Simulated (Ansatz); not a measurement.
Theory: DFT PBE, scalar-relativistic, plane waves, PAW in Ansatz 0.2.0. Settings: cutoff 420 eV, Γ-centred meshes spaced at most about 0.3 Å⁻¹, and about 0.25 Å⁻¹ or finer for metals (2π included), Gaussian smearing. No spin polarisation in the final relaxations.

All energies are static (0 K, no zero-point motion). All come from trial cells, and lower structures may exist.

Question: Order these relaxed structures of MgZn2TeSe2 by energy, lowest first, with the energy over the lowest of them.
A.

```xyz
6
Lattice="4.1353 0.0000 0.0000 -2.0676 3.5813 0.0000 0.0000 0.0000 10.5892" Properties=species:S:1:pos:R:3 pbc="T T T"
Mg    0.0000    2.3875    5.2946
Zn    0.0000    0.0000    1.4893
Zn    0.0000    0.0000    9.1000
Te    2.0676    1.1938    0.0000
Se    0.0000    0.0000    6.7926
Se    0.0000    0.0000    3.7966
```

B.

```xyz
6
Lattice="5.2147 0.0000 0.0000 0.0000 5.2147 0.0000 0.0000 0.0000 5.7485" Properties=species:S:1:pos:R:3 pbc="T T T"
Mg    0.0000    0.0000    2.8742
Zn    0.0000    2.6073    0.0000
Zn    2.6073    0.0000    0.0000
Te    0.0000    0.0000    0.0000
Se    2.6073    2.6073    1.4504
Se    2.6073    2.6073    4.2981
```

C.

```xyz
6
Lattice="3.9111 0.0000 0.0000 -1.9556 3.3871 0.0000 0.0000 0.0000 9.7257" Properties=species:S:1:pos:R:3 pbc="T T T"
Mg    0.0000    0.0000    4.8628
Zn    1.9556    1.1290    1.7689
Zn    0.0000    2.2581    7.9568
Te    0.0000    0.0000    0.0000
Se    1.9556    1.1290    6.4716
Se    0.0000    2.2581    3.2541
```

D.

```xyz
6
Lattice="-2.3590 2.3590 7.3229 2.3590 -2.3590 7.3229 2.3590 2.3590 -7.3229" Properties=species:S:1:pos:R:3 pbc="T T T"
Mg    0.0000    0.0000    7.3229
Zn    0.0000    0.0000    2.7244
Zn    0.0000    0.0000   11.9214
Te    0.0000    0.0000    0.0000
Se    0.0000    2.3590    3.6615
Se    2.3590    0.0000    3.6615
```

Answer: C (0 meV/atom), A (54 meV/atom), D (316 meV/atom), B (568 meV/atom). Forms: C P-3m1; A P-6m2; D I4/mmm; B P4/mmm.

Spin–orbit coupling, which can matter for Te, is left out. Cells relaxed within their symmetry can be saddle points. Some structure types and database cells were kept out of the candidates from the start, so a known form may be missing.
